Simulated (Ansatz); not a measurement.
**Ca2BBrN2 with total_charge changed**

All numbers are calculated (PBEsol, no spin polarisation, no spin-orbit coupling; Ansatz, PAW set soft_2, 420 eV, k-mesh 4×4×4), not measured. These are the settings of the reference run.

Cell:

```
cell
1.0
     0.0000   -6.6213    0.0000
     5.7343   -3.3107    0.0000
     0.0000   -2.2071    8.5707
B Br Ca N
3 3 6 6
Direct
  0.1667 0.6667 0.5000
  0.8333 0.3333 0.5000
  0.5000 0.0000 0.5000
  0.6667 0.6667 0.0000
  0.3333 0.3333 0.0000
  0.0000 0.0000 0.0000
  0.4174 0.6667 0.7477
  0.0841 0.3333 0.7477
  0.7508 0.0000 0.7477
  0.9159 0.6667 0.2523
  0.5826 0.3333 0.2523
  0.2492 0.0000 0.2523
  0.2190 0.6667 0.3430
  0.8857 0.3333 0.3430
  0.5523 0.0000 0.3430
  0.1143 0.6667 0.6570
  0.7810 0.3333 0.6570
  0.4477 0.0000 0.6570
```

The reference run of this cell is solved again as a single point with these keys changed:

| key | reference run | changed run |
| --- | --- | --- |
| total_charge | not typed | 1 |

Q: Does this change matter?

A: 

```
            quantity  reference run  changed run
largest force (eV/Å)           0.00         0.46
gap on the mesh (eV)           3.00         0.00
```

The number of electrons differs, so energies aren't compared; an added electron or hole fills part of a band, which makes the cell a metal by count while the gap between the bands stays. It took 10 iterations from the trained starting density.

Caveats: a single point, atoms not relaxed again; semilocal functionals make gaps too small and can close them.
